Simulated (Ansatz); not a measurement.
A relaxed cell of Mo₃Ru is given with its symmetry left out. The cell was found from a structure generator's guess, not taken from experiment.

Level of theory: DFT PBE, scalar-relativistic, plane waves, PAW (Ansatz). Cutoff 420 eV, Γ-centred mesh, Gaussian smearing, no spin polarisation.

```
Mo Ru
1.0
     0.00000    3.13267    3.13267
     3.13267    0.00000    3.13267
     3.13267    3.13267    0.00000
Mo Ru
3 1
Direct
  0.75000 0.75000 0.75000
  0.50000 0.50000 0.50000
  0.25000 0.25000 0.25000
  0.00000 0.00000 0.00000
```

Energies over the elements count from the elements' standard structures at the same level, with no fitted energy shifts.

Question: Find its symmetry and describe it.

Answer: Fm-3m (No. 225), the BiF3 (D0_3) type. Conventional cell: a = 6.265 Å. Mo on a site of symmetry -43m is surrounded by 4 Ru at 2.71 Å, 4 Mo at 2.71 Å and 6 Mo at 3.13 Å; Mo on a site of symmetry m-3m has 8 Mo at 2.71 Å and 6 Ru at 3.13 Å; Ru is surrounded by 8 Mo at 2.71 Å and 6 Mo at 3.13 Å.

Question: What is its formation energy per atom?

Answer: +0.17 eV/atom. It can't be a ground state, since the elements alone are lower.

Question: Is it a metal?

Answer: Yes, bands cross the Fermi level on the 12×12×12 mesh.

The last run used a 12×12×12 mesh for its 4-atom cell and Gaussian smearing of 0.10 eV. Symmetry constrained the relaxation, so the result can be a saddle point.
